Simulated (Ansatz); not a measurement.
Here is the system:

Al$_{3}$GaAs$_{4}$:
```cif
data_Al3As4Ga
_chemical_formula_sum 'Ga1 As4 Al3'
_space_group_name_H-M_alt 'P 1'
_space_group_IT_number 1
_cell_length_a 4.01237
_cell_length_b 4.01237
_cell_length_c 11.32976
_cell_angle_alpha 90.000
_cell_angle_beta 90.000
_cell_angle_gamma 90.000
loop_
_space_group_symop_operation_xyz
  'x, y, z'
loop_
_atom_site_label
_atom_site_type_symbol
_atom_site_fract_x
_atom_site_fract_y
_atom_site_fract_z
_atom_site_occupancy
Ga1 Ga 0.00000 0.00000 0.00000 1
As1 As 0.50000 0.00000 0.12491 1
Al1 Al 0.50000 0.50000 0.24966 1
As2 As 0.00000 0.50000 0.37480 1
Al2 Al 0.00000 0.00000 0.50000 1
As3 As 0.50000 0.00000 0.62520 1
Al3 Al 0.50000 0.50000 0.75034 1
As4 As 0.00000 0.50000 0.87509 1
```

This is the PBEsol-relaxed structure.

### Question
All from PBEsol (plane waves, PAW; program Ansatz), unless another level is named. Predict the bulk modulus (Birch–Murnaghan fit).

### Answer
714 kbar.

### Question
Next, the highest zone-centre frequency (without LO–TO term)?

### Answer
385 cm⁻¹.

Space group P-4m2. The start of the workflow was typed in or built on a structure type; neither database checked (COD, Materials Project) lists it. Its standing as an ambient phase is unchecked. The PBEsol relaxation kept the symmetry of its start; its stability against distortions is not shown here.

Potentials: the earlier of the program's two PAW sets. The files were generated under PBE; for other functionals the program regenerates the frozen cores, and for LDA and PBEsol the local potential too.
